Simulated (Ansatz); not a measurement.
# Cu: energy along a strain

Cu, Fm-3m, a = 3.615 Å (as given, not relaxed at this level: -4.8 GPa). Ansatz: r2SCAN, PAW, 500 eV, Γ-centred 22×22×22 mesh on 1 atom, Gaussian smearing 0.15 eV; no spin polarisation. Cell vectors (Å): 0.000 1.808 1.808; 1.808 0.000 1.808; 1.808 1.808 0.000. The cell is strained by x per cent times the pattern (1 0 0 0 0 0) in the order xx yy zz yz xz xy (engineering shears), with fractional coordinates held. y is the free energy over the start, V0 = 11.810 Å³/atom.

```
x (%) y (meV/atom)
-4.00         -3.01
-3.00         -4.46
-2.00             ?
 0.00          0.00
 1.00          4.17
 3.00         16.14
 4.00         23.82
```

Task: Fit y = c1 x + c2 x² + c3 x³ to the other rows, get the stiffness along the pattern, and predict the missing energy.

Result: Least squares on the rows shown. y = 3.5346 x + 0.64997 x² − 0.011297 x³. The clamped-ion stiffness p·C·p = 2 × 6.500 eV × 160.2 / 11.810 Å³ = 176 GPa, which is C11 in these axes (second derivative at the start, which stands under stress). At x = -2.00 the fit asked for gives -4.38 meV/atom. The run gave -4.39 meV/atom, so the fit is 0.01 meV/atom too high, within twice the rms miss on the fitted rows (0.007 meV/atom).